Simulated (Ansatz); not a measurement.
The elements of this relaxed trial sheet are hidden behind letters. The sheet is periodic along a and b; c holds vacuum.

```
lattice vectors (Å)
   3.0365    0.0000    0.0000
  -1.5182    2.6296    0.0000
   0.0000    0.0000   24.9482
fractional positions
X 0.0000 0.0000 0.3120
Z 0.3333 0.6667 0.2892
Z 0.6667 0.3333 0.2892
```

Method: DFT PBE, scalar-relativistic, plane waves, PAW in Ansatz. Settings of the last relaxation (3-atom cell): 420 eV, 18×18×1 k points, Gaussian smearing of 0.10 eV, no spin polarisation.

- Layer group: p6mm (No. 77)
- In-plane cell: a = 3.036 Å, b = 3.036 Å, γ = 120.0°
- Area per atom: 2.66 Å²
- Thickness between the outermost nuclei: 0.57 Å
- Energy over the elements: +0.23 eV/atom
- Gap on the 18×18×1 mesh of the 3-atom cell: 0 eV (the bands overlap slightly)

Energies are uncorrected and count from the elements' standard states at the same level.

**Question.** X is an s-block element of period 2 and Z is a p-block element of period 2. Which elements are they?

**Answer.** X = Be, Z = B, so the formula is BeB2. Be at height 0.57 Å has 6 B at 1.84 Å; B at height 0.00 Å has 3 B at 1.75 Å and 3 Be at 1.84 Å. Other elements may fit the hints; this set was computed.

The zero gap may come from the functional, which often closes small gaps, or the cell may be a true semimetal. A structure relaxed within its symmetry needn't be a true minimum.
